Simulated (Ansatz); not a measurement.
# SnTe: from a starting cell to a relaxed one

The start is a generated cell, SnTe built in the cinnabar structure type. A full variable-cell relaxation at zero pressure is run with PBE (plane waves to 420 eV, PAW, scalar-relativistic; Ansatz, an electronic-structure program). The first steps use a coarse 6×6×2 k-mesh.

Input geometry:
```
CELL_PARAMETERS angstrom
      4.83498     0.00000     0.00000
     -2.41749     4.18721     0.00000
      0.00000     0.00000    11.07670
ATOMIC_POSITIONS crystal
  Sn 0.71980 0.00000 0.66667
  Sn 0.00000 0.71980 0.33333
  Sn 0.28020 0.28020 0.00000
  Te 0.48890 0.00000 0.16667
  Te 0.00000 0.48890 0.83333
  Te 0.51110 0.51110 0.50000
```

### Question
What pressure does the first self-consistent step give?

### Answer
+3.5 GPa (positive: the cell is compressed).

### Question
What symmetry does the relaxed structure have?

### Answer
The space group goes from P3₂21 (No. 154) to Fm-3m (No. 225); the end is rock salt type, with 2 atoms in the primitive cell.

### Question
How much energy is released per atom?

### Answer
0.62 eV/atom.

### Question
How does the volume change?

### Answer
-11.9 %, from 37.37 to 32.91 Å³/atom.

### Question
How do the shortest distances between atoms change?

### Answer
The closest pairs of elements (up to four, under 3.6 Å), start → end: Sn–Te 2.76 → 3.20 Å.

### Question
Write out the relaxed structure.

### Answer

```cif
data_Sn4Te4
_chemical_formula_sum 'Sn4 Te4'
_space_group_name_H-M_alt 'Fm-3m'
_space_group_IT_number 225
_space_group_name_Hall '-F 4 2 3'
_cell_length_a 6.40951
_cell_length_b 6.40951
_cell_length_c 6.40951
_cell_angle_alpha 90.000
_cell_angle_beta 90.000
_cell_angle_gamma 90.000
loop_
_atom_site_label
_atom_site_type_symbol
_atom_site_symmetry_multiplicity
_atom_site_Wyckoff_symbol
_atom_site_fract_x
_atom_site_fract_y
_atom_site_fract_z
_atom_site_occupancy
Sn1 Sn 4 a 0.00000 0.00000 0.00000 1
Te1 Te 4 b 0.50000 0.50000 0.50000 1
```
(The calculation used a cell of 2 atoms; values per cell refer to that cell.)

Final values are on a 13×13×13 k-mesh of the relaxed cell. No spin polarisation in the result.

The run could not lose the symmetry of its start.
